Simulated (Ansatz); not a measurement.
(111) slab cut from the bulk of Pt, 15 Å of vacuum:

```xyz
5
Lattice="2.8073 0.0000 0.0000 -1.4036 2.4312 0.0000 0.0000 0.0000 24.1686" Properties=species:S:1:pos:R:3 pbc="T T T"
Pt    1.4036    0.8104    7.5000
Pt    0.0000    1.6208    9.7921
Pt    0.0000    0.0000   12.0843
Pt    1.4036    0.8104   14.3764
Pt    0.0000    1.6208   16.6686
```

Level of theory: Ansatz, DFT PBE, scalar-relativistic, plane waves, PAW. Settings: cutoff 420 eV, Γ-centred mesh 12×12×1 on the computed 5-atom cell, Gaussian smearing of 0.10 eV; no spin polarisation. The cell repeats along c with a dipole correction in the vacuum.

This base run converges in 10 iterations with a largest force of 0.259 eV/Å and a work function of 5.69 eV on the top face.

Settings are then changed, some of them on purpose to poor values; changes count from the base run, and γ keeps the base's bulk energy.

Question: What happens with the slab 1 repeat of the bulk cell thicker?

Answer: It converges in 10 iterations; ΔE at zero smearing (meV/atom) -47.4, Δγ (J/m²) -0.033, Δφ top (eV) +0.04, largest force (eV/Å) 0.216.

Question: What happens with occupations fermi-dirac 0.025 eV?

Answer: It converges in 10 iterations; ΔE at zero smearing (meV/atom) -0.2, Δγ (J/m²) -0.001, Δφ top (eV) 0.00, largest force (eV/Å) 0.266.

Question: What happens with no dipole correction, vacuum of 8 Å?

Answer: It converges in 10 iterations; ΔE at zero smearing (meV/atom) -0.1, Δγ (J/m²) 0.000, largest force (eV/Å) 0.258.

Question: What happens with cutoff 360 eV?

Answer: It converges in 10 iterations; ΔE at zero smearing (meV/atom) +3.5, Δφ top (eV) 0.00, largest force (eV/Å) 0.259.

Question: What happens with functional LDA?

Answer: It converges in 10 iterations; Δφ top (eV) +0.39, largest force (eV/Å) 0.543.

Settings at which electrons spill into the vacuum are left out.

Spin-orbit coupling is left out, which matters for the bands of heavy elements.
